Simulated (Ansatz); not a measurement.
A structure of PbI₂ relaxed with PBEsol (plane waves to 420 eV, PAW, scalar-relativistic; Ansatz, a first-principles code); single points at other levels follow on the same geometry (Ansatz, PAW; HSE06 at 420 eV on a 6×6×4 k-mesh; no spin-orbit coupling). Space group P-3m1 (No. 164).

```yaml
crystal:
  lattice:
    - [3.93410, -2.27195, 0.00000]
    - [3.93410, 2.27195, 0.00000]
    - [-0.00626, 0.00000, 7.06856]
  atoms:
    - { symbol: Pb, position: [0.50000, 0.50000, 0.00000] }
    - { symbol: I, position: [0.16680, 0.16680, 0.26325] }
    - { symbol: I, position: [0.83320, 0.83320, 0.73675] }
```

```csv
level,gap (eV),kind,conduction minimum
PBEsol,2.16,direct,–
HSE06,…,–,–
```

Q: Some entries are withheld; supply them.

A: 
- HSE06, gap (eV): 2.96

HSE06 gaps come from a coarse mesh plus a few chosen points, so they may be too large. No spin polarisation in the result.

Measured for PbI2: a 4.558 Å (as listed in B Palosz, Journal of Physics Condensed Matter (1990)); c 6.986 Å (as listed in B Palosz, Journal of Physics Condensed Matter (1990)). Computed minus measured — a: PBEsol -0.3 %; c: PBEsol +1.2 %. The computed values are for a static lattice.

It was reached from a disturbed copy of a P-3m1 (No. 164) cell (CdI2 type), against which it lies under 1 meV/atom.
